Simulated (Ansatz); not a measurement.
### Question
Each is relaxed and computed with plane-wave PAW r²SCAN (Ansatz code). Which alone has a direct gap?
A) GaP, zinc blende
B) BP, zinc blende
C) PNO, I2_12_12_1 (P on 4c, N on 4a, O on 4b)
D) InP, zinc blende

### Answer
D, InP, zinc blende. InP: gap 1.03 eV (direct); GaP: gap 1.84 eV (indirect); BP: gap 1.41 eV (indirect); PNO: gap 5.81 eV (indirect). Standing as an ambient phase not checked: PNO, I2_12_12_1 (P on 4c, N on 4a, O on 4b). All cells were relaxed under the symmetry of their starts (and spin orders); stability against distortions was not tested throughout. Scalar-relativistic: spin–orbit coupling is off unless named, which matters more the heavier the elements.

Potentials: the later of the program's two PAW sets.
